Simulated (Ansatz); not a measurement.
One stationary structure of SiC. Space group P6₃mc (No. 186), AFLOW prototype AB_hP8_186_ab_ab (B5, as in SiC). All values below come from PBE (plane waves to 420 eV, PAW, scalar-relativistic; Ansatz, an electronic-structure program).

```cif
data_C4Si4
_chemical_formula_sum 'Si4 C4'
_space_group_name_H-M_alt 'P63mc'
_space_group_IT_number 186
_space_group_name_Hall 'P 6c -2c'
_cell_length_a 3.09415
_cell_length_b 3.09415
_cell_length_c 10.12926
_cell_angle_alpha 90.000
_cell_angle_beta 90.000
_cell_angle_gamma 120.000
loop_
_atom_site_label
_atom_site_type_symbol
_atom_site_symmetry_multiplicity
_atom_site_Wyckoff_symbol
_atom_site_fract_x
_atom_site_fract_y
_atom_site_fract_z
_atom_site_occupancy
Si1 Si 2 a 0.00000 0.00000 0.00031 1
Si2 Si 2 b 0.33333 0.66667 0.25025 1
C1 C 2 a 0.00000 0.00000 0.31285 1
C2 C 2 b 0.33333 0.66667 0.06221 1
```

Volume per atom: 10.50 Å³
Band gap: 2.22 eV, indirect (valence top at Γ, conduction bottom at M) (no spin-orbit coupling)
Smallest direct gap: 3.34 eV at M
Shortest distances: C–Si 1.89 Å; C–C 3.09 Å; Si–Si 3.09 Å
k-mesh: 12×12×4

Band energies at high-symmetry points (eV from the VBM; labels of this space group; no spin-orbit coupling), from −5 eV up to 6.6 eV:

```tsv
point	energies
Γ	-4.35 -4.31 -1.18 -1.18 -0.72 -0.72 -0.58 -0.58 -0.05 0.00 0.00 4.96 5.53 6.10 6.17
M	-4.85 -4.05 -3.22 -2.37 -2.34 -2.20 -1.56 -1.12 2.22 2.34 4.18 4.66 5.23 5.74
K	-4.32 -4.32 -3.94 -2.83 -2.83 -1.66 3.97 3.97 5.11 5.54 5.54
A	-1.54 -1.54 -1.04 -1.04 -1.04 -1.04 -0.21 -0.21 -0.21 -0.21 5.16 5.16 6.60 6.60
L	-3.78 -3.78 -2.99 -2.99 -2.48 -2.48 -1.54 -1.54 2.63 2.63 4.18 4.18 6.01 6.01
H	-4.95 -4.95 -2.73 -2.73 -2.42 -2.42 3.24 3.24 6.59 6.59
```

No spin polarisation in the result.

The run could not lose the symmetry of its start.

The first start was generated by placing the elements on the sites of a structure type. A measured structure of SiC has the same space group, P6₃mc (No. 186); the sites were not compared with it.
